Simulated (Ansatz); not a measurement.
ZrB₂:
```
CELL_PARAMETERS angstrom
      3.16719     0.00000     0.00000
     -1.58360     2.74287     0.00000
      0.00000     0.00000     3.55159
ATOMIC_POSITIONS crystal
  Zr 0.00000 0.00000 0.00000
  B  0.33333 0.66667 0.50000
  B  0.66667 0.33333 0.50000
```

Relaxed with r²SCAN. Special points in fractions of this cell's reciprocal vectors: Γ (0.000, 0.000, 0.000); M (0.500, 0.000, 0.000); K (0.333, 0.333, 0.000); A (0.000, 0.000, 0.500); L (0.500, 0.000, 0.500); H (0.333, 0.333, 0.500).

Task: List the band energies nearest the Fermi level at these points for r²SCAN (plane waves, PAW; program Ansatz).

Result: In eV from the Fermi level; about four levels below and three above (degenerate sets whole), none deeper than 8.9 eV; points with the same levels are listed once.

| k | below | above |
|---|---|---|
| Γ | -2.74 -2.74 -2.68 -2.66 | 3.59 3.59 4.36 4.36 |
| M | -4.17 -3.28 -2.78 | 2.27 2.42 5.16 |
| K | -8.42 -8.42 -7.26 -2.64 -2.64 | 1.59 1.59 3.39 |
| A | -7.40 -1.03 -1.03 | 0.41 0.41 0.85 0.85 |
| L | -7.57 -4.86 -4.37 -2.26 | 3.88 4.21 5.52 |
| H | -5.30 -2.91 -2.91 | 4.24 6.21 6.21 |

Space group P6/mmm. The cell was relaxed with r²SCAN under the symmetry of its start; of distortions, only those at the zone centre were tested. No spin polarisation was allowed. Spin–orbit coupling is left out wherever it is not named.

Potentials: the later of the program's two PAW sets.
